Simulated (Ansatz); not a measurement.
Rh (fcc, Cu type)

```
CELL_PARAMETERS angstrom
      0.00000     3.83026     3.83026
      1.91513     1.91513     3.83026
      1.91513     1.91513     0.00000
ATOMIC_POSITIONS crystal
  Rh 0.00000 0.00000 0.00000
  Rh 0.50000 0.00000 0.00000
```

A phonon eigenvector at X = (0.5, 0.5, 0.0) is frozen into this cell: atom i moves by Q times the vector below, so Q is the largest atomic displacement, in Å. The cell is held. It is one choice among 2 degenerate patterns. (q is in reciprocal vectors of the primitive cell; the cell shown is doubled to hold the pattern.)

```json
[
 {"atom": "Rh1", "x": "0.000", "y": "1.000", "z": "0.000"},
 {"atom": "Rh2", "x": "0.000", "y": "-1.000", "z": "0.000"}
]
```

All values below come from PBE (plane waves to 420 eV, PAW, scalar-relativistic; Ansatz, a program for electronic structure). k mesh 21×21×21 (Γ-centred), Fermi-Dirac smearing 0.05 eV. Energies are smeared free energies. With partly filled bands, energies and forces of such displacements shift with the k mesh and the smearing. Rh is run without spin polarisation. Rh was relaxed with its symmetry unable to fall. The PAW data are Ansatz's earlier set. ΔE is measured from the undisplaced structure. The last digit holds for this mesh only.

```json
[
 {"Q (Å)": "-0.2800", "ΔE (meV/cell)": "withheld"},
 {"Q (Å)": "-0.2333", "ΔE (meV/cell)": "690.3"},
 {"Q (Å)": "-0.1867", "ΔE (meV/cell)": "437.7"},
 {"Q (Å)": "-0.1400", "ΔE (meV/cell)": "242.8"},
 {"Q (Å)": "-0.0933", "ΔE (meV/cell)": "106.6"},
 {"Q (Å)": "-0.0467", "ΔE (meV/cell)": "26.5"},
 {"Q (Å)": "0.0000", "ΔE (meV/cell)": "0.0"},
 {"Q (Å)": "0.0467", "ΔE (meV/cell)": "26.5"},
 {"Q (Å)": "0.0933", "ΔE (meV/cell)": "106.6"},
 {"Q (Å)": "0.1400", "ΔE (meV/cell)": "242.8"},
 {"Q (Å)": "0.1867", "ΔE (meV/cell)": "437.7"},
 {"Q (Å)": "0.2333", "ΔE (meV/cell)": "690.3"},
 {"Q (Å)": "0.2800", "ΔE (meV/cell)": "withheld"}
]
```

**Question.** Fit an even polynomial form (powers 2, 4, 6) to the given rows and predict ΔE at Q = -0.2800.

**Answer.** Least squares on the 11 given rows: ΔE = (12100)·Q² + (17520)·Q⁴ + (-123800)·Q⁶, in meV/cell with Q in Å; root-mean-square residual 0.13 meV/cell. At -0.2800 the fit gives 996.7 meV/cell; the calculation gives 992.6 meV/cell, so the extrapolation is off by 4.1 (+0.4 %). The quadratic term alone would give 948.6 meV/cell.

(A displaced cell: forces are minus the slopes of the energy, force constants its curvatures, and phonons follow from these.)
